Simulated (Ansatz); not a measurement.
## Mg2Ge with arsenic replacing Ge: which input changes reach the field gradients?

Cell: a supercell of Mg2Ge (antifluorite type, Fm-3m) built from a COD entry (the entry's cell lengths or inner coordinates differ somewhat from later room-temperature determinations), with all atoms left at the host's positions.

```cif
data_Mg16Ge7As
_symmetry_space_group_name_H-M 'Fm-3m'
_symmetry_Int_Tables_number 225
_cell_length_a 12.7560
_cell_length_b 12.7560
_cell_length_c 12.7560
_cell_angle_alpha 90.000
_cell_angle_beta 90.000
_cell_angle_gamma 90.000
loop_
_atom_site_label
_atom_site_type_symbol
_atom_site_symmetry_multiplicity
_atom_site_Wyckoff_symbol
_atom_site_fract_x
_atom_site_fract_y
_atom_site_fract_z
Mg1 Mg 32 f 0.1250 0.1250 0.1250
Mg4 Mg 32 f 0.6250 0.3750 0.3750
As As 4 a 0.0000 0.0000 0.0000
Ge18 Ge 24 d 0.2500 0.2500 0.0000
Ge24 Ge 4 b 0.5000 0.5000 0.5000
```

One atom of each set is listed; the run and its k-mesh use a cell of 24 atoms with edges of 9.02, 9.02, 9.02 Å.

Reference run. All values are calculated (Ansatz; DFT, PBE, plane waves and PAW, scalar-relativistic, 420 eV cutoff, Γ-centred 3×3×3 k-points, Fermi–Dirac smearing 0.01 eV, cell charge +1), not measured.

It gives V_zz (10²¹ V/m²) Ge18 2.63 (η 0.06), Mg1 0.62 (η 0.00), among others. Each of these runs changes the input as listed (caps on SCF iterations aside):

A. scf.occupations: {method: fermi_dirac, width: 0.01} → {method: fermi_dirac, width: 1.0}
B. scf.mixing.algorithm: not typed → broyden; scf.mixing.beta: not typed → 0.1; scf.mixing.ndim: not typed → 16

Q: Which of these changes matter for the gradients?

A: 

| run | Ge18 V_zz (η) | Mg1 V_zz (η) | largest change of a gradient tensor, all atoms | note |
| --- | --- | --- | --- | --- |
| A | 0.13 (0.16) | 0.22 (0.00) | 2.50 | converged; a gap opens |
| B | 2.63 (0.06) | 0.62 (0.00) | 0.00 | converged |

Run A moves them most, on Ge18 (V_zz from 2.63 to 0.13). Run A holds a smearing of electronvolts, so its numbers aren't properties of the crystal.

On the reference run: The run isn't spin-polarised, and a state with spin may lie lower. The defect repeats with the cell of 24 atoms, so it feels its images: sites between two images don't show the values beside a lone defect, and zeros or small values of η there can come from the images' arrangement. A uniform background compensates the cell's charge. The defect cell has no gap above 0.1 eV on its mesh, so the values can hang on the smearing and the k-mesh. The neighbours have not yet relaxed around the defect (largest force 0.49 eV/Å), so a real crystal will differ.
